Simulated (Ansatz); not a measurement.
input.yaml

```yaml
crystal:
  lattice:
    - [4.0100986718, 0.0, 0.0]
    - [0.0, 4.0100986718, 0.0]
    - [0.0, 0.0, 4.0100986718]
  atoms:
    - { symbol: In, position: [0.0, 0.0, 0.0] }
    - { symbol: Ag, position: [0.0, 0.5, 0.5] }
    - { symbol: Ag, position: [0.5, 0.0, 0.5] }
    - { symbol: Ag, position: [0.5, 0.5, 0.0] }
basis:
  ecutwfc: 420
kpoints:
  mp_grid: { grid: [10, 10, 10] }
hamiltonian:
  xc: pbesol
scf:
  occupations: { method: gaussian, width: 0.1 }
output:
  forces: true
  stress: true
  eigenvalues: true
```

Command:
```bash
ansatz run input.yaml --threads 1 --pin off --max-ram 2560MiB --backend cpu --events-out ev --progress --plain --runs-dir out
```

Method: DFT PBEsol, scalar-relativistic, plane waves, PAW (Ansatz).

Abridged output (iterations and final results):

```
SCF iter   1: F=—  HF=-28092.182199 eV  |F-HF|=—  |Δ(HF+E_count)|=         —  Δρ=8.19e-3  dr2=3.70e-2  ethr=1.77e-3  ⟨swp⟩=6.0  Hψ=8040  notcnv=0  defer=43
SCF iter   2: F=—  HF=-28092.171946 eV  |F-HF|=—  |Δ(HF+E_count)|=   1.03e-2  Δρ=2.41e-3  dr2=2.95e-3  ethr=5.29e-5  ⟨swp⟩=2.3  Hψ=3982  notcnv=0  defer=45
SCF iter   3: F=—  HF=-28092.171069 eV  |F-HF|=—  |Δ(HF+E_count)|=   8.77e-4  Δρ=8.60e-4  dr2=2.72e-4  ethr=4.22e-6  ⟨swp⟩=2.1  Hψ=3136  notcnv=0  defer=45
SCF iter   4: F=—  HF=-28092.171020 eV  |F-HF|=—  |Δ(HF+E_count)|=   4.96e-5  Δρ=1.56e-4  dr2=2.08e-5  ethr=3.88e-7  ⟨swp⟩=2.6  Hψ=4141  notcnv=0  defer=45
SCF iter   5: F=—  HF=-28092.171021 eV  |F-HF|=—  |Δ(HF+E_count)|=   1.49e-6  Δρ=4.98e-5  dr2=2.77e-6  ethr=2.97e-8  ⟨swp⟩=2.0  Hψ=3265  notcnv=0  defer=45
SCF iter   6: F=—  HF=-28092.171020 eV  |F-HF|=—  |Δ(HF+E_count)|=   8.66e-7  Δρ=1.37e-5  dr2=1.49e-7  ethr=3.96e-9  ⟨swp⟩=2.1  Hψ=3121  notcnv=0  defer=45
SCF iter   7: F=-28092.171020 eV  HF=-28092.171020 eV  |F-HF|=8.85e-9  |Δ(HF+E_count)|=   4.84e-8  Δρ=3.68e-6  dr2=1.33e-8  ethr=1.43e-10  ⟨swp⟩=8.5  Hψ=9749  notcnv=0
SCF 1 converged in 7 iterations: F = -28092.171020 eV  dr2 = 1.33e-8
SCF converged after 7 iterations
Free energy (F): -28092.171020 eV
Harris-Foulkes:  -28092.171020 eV  (|F-HF|=8.85e-9)
Internal energy: -28092.167126 eV  (E = F + TS)
E sigma→0 (E₀):  -28092.169073 eV
Entropy (-TS):   -0.003895 eV (-0.974 meV/atom)
Fermi energy:    18.873357 eV
--- Per-component energies (eV) ---
  E_band       = -578.776856
  E_kinetic    = 1833.024029
  E_local      = -7300.264945  (includes V_loc(G=0)·N_el)
  E_nonlocal   = 613.751655
  E_hartree    = 3309.300684
  E_xc         = -769.529702
  E_vxc        = -809.781669  (∫ρ·V_xc dr)
  E_paw        = -15586.436938  (= ΣΔE_a)
  E_vpaw       = -1534.099992  (= ΣTr[D̂ρ^β])
  E_aug_tail   = 0.000874  (compensation charges beyond the density's cutoff)
  E_ewald      = -10193.216904
  E_core_change = 1.204120  (= ΣΔE_core)
  E_smearing   = -0.003895  (= −TS)
--- Forces (eV/Å), atoms counted from 1 ---
  atom   1  In     0.00000000     0.00000000     0.00000000
  atom   2  Ag     0.00000000     0.00000000     0.00000000
  atom   3  Ag     0.00000000     0.00000000     0.00000000
  atom   4  Ag     0.00000000     0.00000000     0.00000000
--- Stress (GPa, compression-positive) ---
       13.010389       0.000000       0.000000
        0.000000      13.010389       0.000000
        0.000000       0.000000      13.010389
  P = ⅓ Tr σ = 13.0104 GPa (130.104 kbar)
--- Band table (eV; the first three rows and the last of 56) ---
  k-point 0: bands = ["-73.7886", "-73.7659", "-73.7659", "-37.3525", "-37.3525", "-37.3525", "-37.2968", "-37.2968", "-37.2968", "-37.1842", "-37.1842", "-37.1842", "3.9003", "3.9003", "3.9553", "3.9553", "3.9553", "8.5631", "11.3841", "12.1960", "12.1960", "12.1960", "12.4652", "12.4652", "14.0685", "14.0685", "14.0685", "14.7914", "14.7914", "15.2000", "15.5402", "15.5402", "15.5402", "18.3670", "18.3670", "18.3670", "22.6698", "24.2088", "24.2088", "27.3838", "27.3838", "27.3838"]
  k-point 1: bands = ["-73.7881", "-73.7664", "-73.7659", "-37.3508", "-37.3508", "-37.3499", "-37.2973", "-37.2973", "-37.2969", "-37.1871", "-37.1855", "-37.1855", "3.9045", "3.9122", "3.9565", "3.9590", "3.9590", "8.6677", "11.4433", "12.2085", "12.2292", "12.2292", "12.4395", "12.5214", "14.0047", "14.0047", "14.0463", "14.7275", "14.7883", "15.1490", "15.3679", "15.3679", "15.5403", "17.7351", "18.6723", "18.6723", "22.9132", "24.2294", "24.7382", "27.1634", "27.2690", "27.2690"]
  k-point 2: bands = ["-73.7867", "-73.7678", "-73.7659", "-37.3459", "-37.3459", "-37.3426", "-37.2988", "-37.2988", "-37.2972", "-37.1952", "-37.1889", "-37.1889", "3.9157", "3.9437", "3.9597", "3.9690", "3.9690", "8.9766", "11.6101", "12.2426", "12.3229", "12.3229", "12.3508", "12.6832", "13.8464", "13.8464", "13.9867", "14.5452", "14.7724", "14.9945", "14.9945", "15.0081", "15.5406", "16.5027", "19.4298", "19.4298", "23.0224", "24.2979", "26.0920", "26.5945", "26.5945", "26.9174"]
  k-point 55: bands = ["-73.7734", "-73.7734", "-73.7734", "-37.3662", "-37.3662", "-37.3662", "-37.3379", "-37.2486", "-37.2486", "-37.2486", "-37.1633", "-37.1633", "3.9090", "3.9090", "3.9090", "4.0773", "4.0773", "10.2995", "12.1601", "12.1601", "12.1601", "13.1619", "13.1619", "13.1619", "14.1957", "14.1957", "14.1957", "14.3346", "14.3346", "15.2778", "15.2778", "15.2778", "16.0752", "16.0752", "16.0752", "17.6546", "18.9465", "21.2194", "21.2194", "21.2194", "32.4890", "32.4890"]
```

Self-consistency was reached.

Time: 11 s on 1 thread of Intel(R) Xeon(R) Processor @ 2.50GHz (Skylake/Cascade Lake), with other jobs on the host, peak memory 0.42 GiB.